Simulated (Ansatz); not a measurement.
# InSe: an elastic constant from a strain scan

Method: DFT PBE+D3(BJ), scalar-relativistic, plane waves, PAW in Ansatz. The runs took a 420 eV cutoff, a Γ-centred 12×12×2 mesh and Gaussian smearing (0.03 eV). No spin polarisation. Energies are free energies at this smearing, counted from the undisturbed cell; pressure is positive in compression.

Zero of the scan (relaxed at this level):

```xyz
8
Lattice="4.0318 0.0000 0.0000 -2.0159 3.4916 0.0000 0.0000 0.0000 16.7624" Properties=species:S:1:pos:R:3 pbc="T T T"
In    0.0000    2.3277    2.7936
In    2.0159    1.1639   11.1748
In    0.0000    2.3277    5.5876
In    2.0159    1.1639   13.9688
Se    0.0000    2.3277    9.8876
Se    2.0159    1.1639    1.5065
Se    0.0000    2.3277   15.2559
Se    2.0159    1.1639    6.8747
```

The cell is strained by ε times the Voigt pattern (1, 1, 0, 0, 0, 0) (xx, yy, zz, yz, xz, xy; engineering shear) with fractional coordinates fixed. The cell holds 8 atoms in V0 = 235.97 Å³. The stress column is τ = (1/V0) dE/dε, got from the stress tensor σ (compression positive) at each point as −det(1 + εP) σ : P(1 + εP)⁻¹, with P the pattern as a tensor.

| ε | ΔE (meV/atom) | τ (GPa) |
| --- | --- | --- |
| -0.0600 | ? | ? |
| -0.0300 | 22.173 | -8.392 |
| 0.0000 | 0.000 | -0.001 |
| 0.0150 | 4.842 | 3.432 |
| 0.0450 | 39.916 | 8.999 |

Problem. Which combination of elastic constants does this scan measure, and how large is it?

Solution. For small ε, τ = τ0 + Kε with K = pᵀCp, which for this pattern is C11 + C22 + 2 C12 in the Cartesian frame shown. The parabola through τ at ε = -0.0300, 0 and 0.0150 has slope K = 246 GPa at zero. The energies per cell, E = NΔE, of the same two points give K = 2[E(ε₊)/ε₊ − E(ε₋)/ε₋]/[(ε₊ − ε₋)V0] = 256 GPa, in agreement. These are clamped-ion values.

Problem. Predict the withheld row at ε = -0.0600 from the harmonic law, and compare.

Solution. ΔE = V0(τ0 ε + Kε²/2)/N = 81.475 meV/atom and τ = -14.75 GPa. The calculation gives 97.234 meV/atom and -19.25 GPa: the energy lies 19 % above the harmonic value, as bonds stiffen under compression.

Forces appear on the atoms along this scan, and letting them relax would lower the energy and soften the response.